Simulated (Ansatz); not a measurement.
Cell and atoms are relaxed with the symmetry kept. Start:

```cif
data_structure
_symmetry_space_group_name_H-M 'P6_3/mmc'
_symmetry_Int_Tables_number 194
_cell_length_a 4.0621
_cell_length_b 4.0621
_cell_length_c 5.6961
_cell_angle_alpha 90.000
_cell_angle_beta 90.000
_cell_angle_gamma 120.000
_cell_volume 81.40
loop_
_atom_site_label
_atom_site_type_symbol
_atom_site_symmetry_multiplicity
_atom_site_Wyckoff_symbol
_atom_site_fract_x
_atom_site_fract_y
_atom_site_fract_z
_atom_site_occupancy
Te1 Te 2 c 0.33333 0.66667 0.25000 1
Rh1 Rh 2 a 0.00000 0.00000 0.00000 1
```

Method: DFT PBEsol, scalar-relativistic, plane waves, PAW (Ansatz 0.2.0).

Settings: cutoff 420 eV, Γ-centred mesh 12×12×8 on the computed 4-atom cell, Gaussian smearing of 0.10 eV; no spin polarisation.

Question: What does it relax to?

Answer: The volume falls by 0.86 Å³/atom to 19.48 Å³/atom, and the energy falls by 16.1 meV/atom. Final structure:
```cif
data_structure
_symmetry_space_group_name_H-M 'P6_3/mmc'
_symmetry_Int_Tables_number 194
_cell_length_a 4.0078
_cell_length_b 4.0078
_cell_length_c 5.6029
_cell_angle_alpha 90.000
_cell_angle_beta 90.000
_cell_angle_gamma 120.000
_cell_volume 77.94
loop_
_atom_site_label
_atom_site_type_symbol
_atom_site_symmetry_multiplicity
_atom_site_Wyckoff_symbol
_atom_site_fract_x
_atom_site_fract_y
_atom_site_fract_z
_atom_site_occupancy
Te1 Te 2 c 0.33333 0.66667 0.25000 1
Rh1 Rh 2 a 0.00000 0.00000 0.00000 1
```

Cost: 1 run of about 1.3 core-minutes, on Arm Neoverse V2 (shared hosts).